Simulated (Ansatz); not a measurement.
A structure of ZnCu$_{2}$SnS$_{4}$ relaxed with PBEsol (plane waves to 420 eV, PAW, scalar-relativistic; Ansatz, a first-principles code); single points at other levels follow on the same geometry (Ansatz, PAW; PBEsol+SOC at 420 eV on a 9×9×9 k-mesh; spin-orbit coupling only where +SOC is written). Space group I-4 (No. 82).

```xyz
8
Lattice="-2.6871 2.6871 5.3776 2.6871 -2.6871 5.3776 2.6871 2.6871 -5.3776" Properties=species:S:1:pos:R:3 pbc="T T T"
Cu     0.0000     0.0000     0.0000
Cu     0.0000     2.6871     2.6888
Zn     2.6871     0.0000     2.6888
Sn     0.0000     0.0000     5.3776
S      1.3950     1.4434     3.9802
S      1.2921     1.2437    -1.3974
S      1.4434    -1.3950     6.7750
S      1.2437     4.0821     1.3974
```

| level | gap (eV) | kind | conduction minimum |
|---|---|---|---|
| PBEsol | 0.11 | direct | Γ |
| PBEsol+SOC | 0.10 | direct | Γ |

The shift from spin-orbit coupling is approximate. No spin polarisation in the result.

The run could not lose the symmetry of its start.

It was reached from a disturbed copy of a I-4 (No. 82) cell, against which it lies under 1 meV/atom.
